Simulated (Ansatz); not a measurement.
Ta$_{3}$Ru:
```
CELL_PARAMETERS angstrom
      0.00000     3.21452     3.21452
      3.21452     0.00000     3.21452
      3.21452     3.21452     0.00000
ATOMIC_POSITIONS crystal
  Ta 0.25000 0.25000 0.25000
  Ta 0.75000 0.75000 0.75000
  Ta 0.50000 0.50000 0.50000
  Ru 0.00000 0.00000 0.00000
```

Relaxed with r²SCAN. Special points in fractions of this cell's reciprocal vectors: Γ (0.000, 0.000, 0.000); X (0.500, 0.000, 0.500); U (0.625, 0.250, 0.625); K (0.375, 0.375, 0.750); L (0.500, 0.500, 0.500); W (0.500, 0.250, 0.750).

**Question.** List the band energies nearest the Fermi level at these points for DFT-r²SCAN in the program Ansatz with PAW potentials.

**Answer.** In eV from the Fermi level; about four levels below and three above (degenerate sets whole), none deeper than 8.9 eV; points with the same levels are listed once.

```csv
k,below,above
Γ,-1.93 -1.93 -1.93 -0.14 -0.14 -0.14,1.15 1.15 5.01 5.01
X,-2.70 -1.44 -0.23 -0.23,0.41 0.86 0.86
U,-1.24 -0.61 -0.52 -0.30,0.85 1.05 1.45
L,-2.33 -2.33 -1.90 -1.48 -1.48,1.85 1.85 2.81 2.81
W,-1.00 -0.98 -0.86 -0.86,0.58 1.61 1.61
```

Space group Fm-3m. The first step of the workflow began from a Materials Project structure, measured or hypothetical; the Crystallography Open Database copy checked does not list it. With Ta and Ru taken as one species the cell has the higher symmetry Im-3m, so it may be an ordered model of a mixed-site phase. Its standing as an ambient phase is unchecked. The r²SCAN relaxation kept the symmetry of its start; its stability against distortions is not shown here. No spin polarisation was allowed. Scalar-relativistic: spin–orbit coupling is off unless named, which matters more the heavier the elements.

Potentials: the later of the program's two PAW sets.
